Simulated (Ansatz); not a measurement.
AgAu (L1₀ or tetragonal B2, space group No. 123), PBEsol (plane waves, PAW; program Ansatz), all energies at zero smearing, with the estimated change up to a 700 eV cutoff added, with one set of potentials and settings (totals compare only within such a set). Cell of 2 atoms (1 Ag, 1 Au): -20531.268 eV.

```json
[
 {"element": "Ag", "reference phase": "P6_3/mmc, 4 atoms in the cell", "E (eV/atom)": "-7522.3024"},
 {"element": "Au", "reference phase": "Fm-3m, 1 atoms in the cell", "E (eV/atom)": "-13008.8416"}
]
```

Formation energy per atom, worked out: (-20531.268 − 1×(-7522.3024) − 1×(-13008.8416))/2 = -0.062 eV/atom (-6 kJ per mol of atoms), at 0 K, without zero-point energy or fitted corrections.

Space group P4/mmm (L1₀ or tetragonal B2). The start of the workflow was typed in or built on a structure type; neither database checked (COD, Materials Project) lists it. Its standing as an ambient phase is unchecked. The PBEsol relaxation kept the symmetry of its start; its stability against distortions is not shown here. No spin polarisation was allowed. The references are the lowest solids computed at this level, not always the standard phases. Spin–orbit coupling is left out wherever it is not named.

Potentials: the earlier of the program's two PAW sets. The files were generated under PBE; for other functionals the program regenerates the frozen cores, and for LDA and PBEsol the local potential too.
